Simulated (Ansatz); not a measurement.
Computed with DFT, LDA (PW92), plane waves (420 eV) with PAW, scalar-relativistic in Ansatz. (PAW data from PBE, frozen cores regenerated.)

An element in the simple cubic structure gives this curve. The cell is scaled uniformly from the relaxed one, with fractional coordinates and shape fixed. Energies are extrapolated to zero smearing, pressures are those at the given smearing. Magnetic state: spin not included.

```tsv
V (Å³/atom)	E − E₀ (meV/atom)	P (GPa)
33.650	22.5	1.93
35.180	9.0	1.18
36.709	1.8	0.55
38.239	0.1	0.02
39.768	2.9	-0.44
41.298	9.8	-0.82
42.827	20.0	-1.16
```

**Question.** Which element is it?
A. calcium
B. bismuth
C. tellurium
D. lanthanum

**Answer.** A. Its fit is V₀ = 38.01 Å³/atom, B₀ = 12.3 GPa, B₀′ = 2.9.
